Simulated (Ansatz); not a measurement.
This Ansatz input for BaIr₃ (AuCu3-type structure) was spoiled on purpose:

```yaml
crystal:
  lattice:
    - [4.2211000332, 0.0, 0.0]
    - [0.0, 4.2211000332, 0.0]
    - [0.0, 0.0, 4.2211000332]
  atoms:
    - { symbol: ba, position: [0.0, 0.0, 0.0] }
    - { symbol: Ir, position: [0.0, 0.5, 0.5] }
    - { symbol: Ir, position: [0.5, 0.5, 0.0] }
    - { symbol: Ir, position: [0.5, 0.0, 0.5] }
basis:
  ecutwfc: 420
  ecutrho_ratio: 4
kpoints:
  mp_grid: { grid: [8, 8, 8] }
hamiltonian:
  xc: pbe
scf:
  occupations: { method: gaussian, width: 0.05 }
  max_iter: 60
output:
  forces: true
  stress: true
```

Launched as:
```sh
ansatz run input.yaml --threads 2 --pin off --max-ram 2662MiB --backend cpu --events-out ev --progress --plain --runs-dir out
```

Q: What is wrong with it?

A: An unknown element. Against the sound input: crystal.atoms[0].symbol: "Ba" → "ba" (the cap on iterations is only a precaution).

What the program printed:

```
Error: YAML parse error: error: line 7 column 17: `ba` is not an element symbol (H … Og, case-exact)
```

The input was refused before any iteration. It ran for 0.02 s on 2 threads of Arm Neoverse V1 (shared host), peak memory 0.02 GiB. The run before the change (PBE, 420 eV, 8×8×8 mesh) gave:

| run | P (GPa) | gap on the mesh (eV) | cell moment (μB) | largest force component (eV/Å) |
| --- | --- | --- | --- | --- |
| sound | 0.0 | metal | – | 0.000 |

The start was a prototype's sites filled with these elements, not a measured cell.
